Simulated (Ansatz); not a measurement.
A: C (diamond), a = b = c = 3.560 Å, α = β = γ = 90.00°
B: AlNi₃ (Cu3Au type), a = 3.526 Å, b = 3.526 Å, c = 3.526 Å, α = 90.00°, β = 90.00°, γ = 90.00°
C: Rh (fcc, Cu type), a = b = c = 3.8000 Å, α = β = γ = 90.00°

Scan: energy against volume (even scaling of the relaxed cell, symmetry kept). All come from one method, each on a k mesh of its own. All were relaxed with their symmetry unable to fall. Relaxed AlNi3 ends ferromagnetic. Rh is run without spin polarisation. Other magnetic orders were not checked, so this need not be the ground state. (This holds for the magnetic or f-shell members.)

Order them by bulk modulus (fitted) (lowest first) at the level r2SCAN (plane waves to 500 eV, PAW, scalar-relativistic; Ansatz, a first-principles code).

B (202 GPa), C (281 GPa), A (451 GPa)

(Under strain, the slope of the energy per volume gives the stress and its curvature an elastic modulus.)
